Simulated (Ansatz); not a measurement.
AlCl3:
```cif
data_Al4Cl12
_chemical_formula_sum 'Al4 Cl12'
_space_group_name_H-M_alt 'C2/m'
_space_group_IT_number 12
_space_group_name_Hall '-C 2y'
_cell_length_a 5.84530
_cell_length_b 10.11656
_cell_length_c 5.98902
_cell_angle_alpha 90.000
_cell_angle_beta 108.400
_cell_angle_gamma 90.000
loop_
_atom_site_label
_atom_site_type_symbol
_atom_site_symmetry_multiplicity
_atom_site_Wyckoff_symbol
_atom_site_fract_x
_atom_site_fract_y
_atom_site_fract_z
_atom_site_occupancy
Al1 Al 4 g 0.00000 0.16656 0.00000 1
Cl1 Cl 4 i 0.21907 0.00000 0.23322 1
Cl2 Cl 8 j 0.25211 0.32267 0.23124 1
```
(The calculation used a cell of 8 atoms; values per cell refer to that cell.)

Relaxed with LDA.

Q: Give the optical modes at the zone centre with their infrared and Raman activity from DFPT, LDA in the plane-wave PAW code Ansatz.

A: Transverse frequencies, without the LO–TO term; a row sums one degenerate level.

| ω (cm⁻¹) | degeneracy | IR ((D/Å)²/amu) | Raman (Å⁴/amu) | activity | symmetry |
|---|---|---|---|---|---|
| 114 | 1 | 0.00 | 0.42 | Raman | Bg |
| 116 | 1 | 0.00 | 0.52 | Raman | Ag |
| 134 | 1 | 0.02 | 0 | IR | Bu |
| 166 | 1 | 0.00 | 7.6 | Raman | Ag |
| 168 | 1 | 0.00 | 0 | silent | Bg |
| 172 | 1 | 1.82 | 0 | IR | Bu |
| 174 | 1 | 1.92 | 0 | IR | Au |
| 203 | 1 | 0.00 | 2.3 | Raman | Bg |
| 207 | 1 | 0.00 | 2.3 | Raman | Ag |
| 245 | 1 | 0.00 | 1.5 | Raman | Ag |
| 246 | 1 | 0.00 | 1.2 | Raman | Bg |
| 246 | 1 | 0.55 | 0 | IR | Au |
| 246 | 1 | 0.55 | 0 | IR | Bu |
| 302 | 1 | 0.08 | 0 | IR | Au |
| 303 | 1 | 0.00 | 120 | Raman | Ag |
| 326 | 1 | 0.00 | 0 | silent | Bg |
| 333 | 1 | 20.13 | 0 | IR | Bu |
| 334 | 1 | 20.00 | 0 | IR | Au |
| 398 | 1 | 0.00 | 1.0 | Raman | Ag |
| 399 | 1 | 0.00 | 0.94 | Raman | Bg |
| 453 | 1 | 10.31 | 0 | IR | Bu |

Q: How high does the top mode go among those that the LO–TO term moves?

A: 436 cm⁻¹ for q along x, 437 cm⁻¹ for q along y, 498 cm⁻¹ for q along z.

The workflow started from a Materials Project entry (that database holds measured and hypothetical structures alike); the Crystallography Open Database files this formula in space group No. 12, but the cells were not matched. Whether it is the stable phase at ambient conditions was not checked. The LDA relaxation kept the symmetry of its start; its stability against distortions is not shown here. A crystal of weakly bound layers computed without a dispersion correction: the cell and the soft elastic constants depend strongly on that.

Potentials: the earlier of the program's two PAW sets. The files were generated under PBE; for other functionals the program regenerates the frozen cores, and for LDA and PBEsol the local potential too.
